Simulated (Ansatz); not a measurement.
## LDA, PBE, PBEsol and r²SCAN on Ta

```yaml
crystal:
  lattice:
    - [-1.65493, 1.65493, 1.65493]
    - [1.65493, -1.65493, 1.65493]
    - [1.65493, 1.65493, -1.65493]
  atoms:
    - { symbol: Ta, position: [0.00000, 0.00000, 0.00000] }
```

Conventional cell: a = 3.310 Å, b = 3.310 Å, c = 3.310 Å, α = 90.00°, β = 90.00°, γ = 90.00°. Ta (atom 1) has 8 Ta at 2.87 Å as nearest neighbours.

Structure from Materials Project entry mp-50 (possibly hypothetical), not relaxed further.

Spin polarisation is left out, and whether a magnetic state lies lower isn't shown here.

Spin–orbit coupling is left out, though it moves levels of the heavy atoms by tenths of an eV or more.

One fixed cell is solved with several functionals by PAW (frozen-core files) in Ansatz 0.2.0, scalar-relativistically. A positive pressure means that the functional wants a larger cell.

The PAW files were made with PBE; their cores are remade for each functional.

Numerical set-up: a Γ-centred 14×14×14 k mesh, Fermi–Dirac smearing of 0.05 eV, cutoff 420 eV, no spin polarisation; the PAW files were made with PBE, and the program remakes their frozen cores for this functional.

Cutoffs: LDA 420 eV, PBEsol 420 eV, r²SCAN 500 eV, PBE 420 eV.

| setting | P (GPa) | lowest level at Γ above −25 eV, from the valence-band top or, without a gap, the Fermi level (eV) |
| --- | --- | --- |
| LDA | ? | -7.83 |
| PBEsol | -5.12 | -7.88 |
| r²SCAN | -1.31 | ? |
| PBE | 1.66 | -7.87 |

Question: Fill in "P (GPa)" for the row "LDA".

Answer: -10.08.

Question: Fill in "lowest level at Γ above −25 eV, from the valence-band top or, without a gap, the Fermi level (eV)" for the row "r²SCAN".

Answer: -8.29.
